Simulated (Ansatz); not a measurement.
A relaxed cell of EuS3 is given with its symmetry left out. The cell was found from a structure generator's guess, not taken from experiment.

Method: DFT PBE, scalar-relativistic, plane waves, PAW in Ansatz 0.2.0. Cutoff 420 eV, Γ-centred mesh, Gaussian smearing, collinear spin.

```
Eu S
1.0
    -2.60441    2.76128    3.87518
     2.60441   -2.76128    3.87518
     2.60441    2.76128   -3.87518
Eu S
1 3
Direct
  0.50000 0.50000 0.00000
  0.13273 0.13273 0.00000
  0.86727 0.86727 0.00000
  0.00000 0.50000 0.50000
```

Formation energies are uncorrected and refer to the elements' standard structures at the same level.

(1) Find its symmetry and describe it.

(2) What is its formation energy per atom?

(3) Is it a metal?

(4) Which magnetic moments does it keep?

## Answers

(1) Immm (No. 71). Conventional cell: a = 5.209 Å, b = 5.523 Å, c = 7.750 Å. Around Eu lie 4 S at 2.76–2.85 Å; S on a site of symmetry mm2 is surrounded by 1 S at 2.06 Å, 2 S at 2.80 Å and 1 Eu at 2.85 Å; around S on a site of symmetry mmm lie 2 Eu at 2.76 Å and 4 S at 2.80 Å.

(2) −0.36 eV/atom.

(3) Yes, bands cross the Fermi level on the 12×12×12 mesh.

(4) 1.71 μB per atom net, the space between the atoms included; by site: Eu 6.7 μB.

The last run used collinear spin, a 12×12×12 mesh for its 4-atom cell and Gaussian smearing of 0.10 eV. No dispersion correction is applied, so the spacing and binding between layers, chains or molecules are poorly described. In such compounds of Eu a zero gap at this level may well be an artefact, since no Hubbard U is applied. The reference form of S is held partly by dispersion forces, which this level lacks. Another magnetic order may lie lower. Symmetry constrained the relaxation, so the result can be a saddle point. Another cell of EuS3 relaxed alike, in P6_3/mmc, lies 0.31 eV/atom lower, so this cell isn't the stable form at this level.
